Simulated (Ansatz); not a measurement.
BAs:
```
BAs
1.0
    3.42907     0.00000     0.00000
   -1.71454     2.96966     0.00000
    0.00000     0.00000     7.40285
B As
3 3
Direct
  0.50000   0.00000   0.50000
  0.00000   0.50000   0.16667
  0.50000   0.50000   0.83333
  0.50000   0.00000   0.00000
  0.00000   0.50000   0.66667
  0.50000   0.50000   0.33333
```

x, y and z are the axes in which the lattice vectors are written.

Problem. Give the proper piezoelectric stress tensor with relaxed ions from PBEsol in the plane-wave PAW code Ansatz.

Solution. In C/m², rows x, y, z, Voigt columns; mesh uncertainty up to 0.01.
```
 0.00   0.00   0.00  -0.44   0.00   0.00
 0.00   0.00   0.00   0.00   0.44   0.00
 0.00   0.00   0.00   0.00   0.00   0.00
```

The elastic tensor of the same run (GPa):

|  | 1 | 2 | 3 | 4 | 5 | 6 |
|---|---|---|---|---|---|---|
| 1 | 335 | 39.9 | 65.7 | 0.0 | 0.0 | 0.0 |
| 2 | 39.9 | 335 | 65.7 | 0.0 | 0.0 | 0.0 |
| 3 | 65.7 | 65.7 | 313 | 0.0 | 0.0 | 0.0 |
| 4 | 0.0 | 0.0 | 0.0 | 169 | 0.0 | 0.0 |
| 5 | 0.0 | 0.0 | 0.0 | 0.0 | 169 | 0.0 |
| 6 | 0.0 | 0.0 | 0.0 | 0.0 | 0.0 | 148 |

Problem. Convert to strain constants d = e·S.

Solution. In pC/N:
```
 0.0   0.0   0.0  -2.6   0.0   0.0
 0.0   0.0   0.0   0.0   2.6   0.0
 0.0   0.0   0.0   0.0   0.0   0.0
```

Space group P6_222. The start of the workflow was typed in or built on a structure type; neither database checked (COD, Materials Project) lists it. It is not the phase usual at ambient conditions (space group No. 216). The PBEsol relaxation kept the symmetry of its start; of distortions, only those at the zone centre were tested. Its formation energy is positive at this level, so the cell may be metastable or incomplete.

Potentials: the later of the program's two PAW sets.
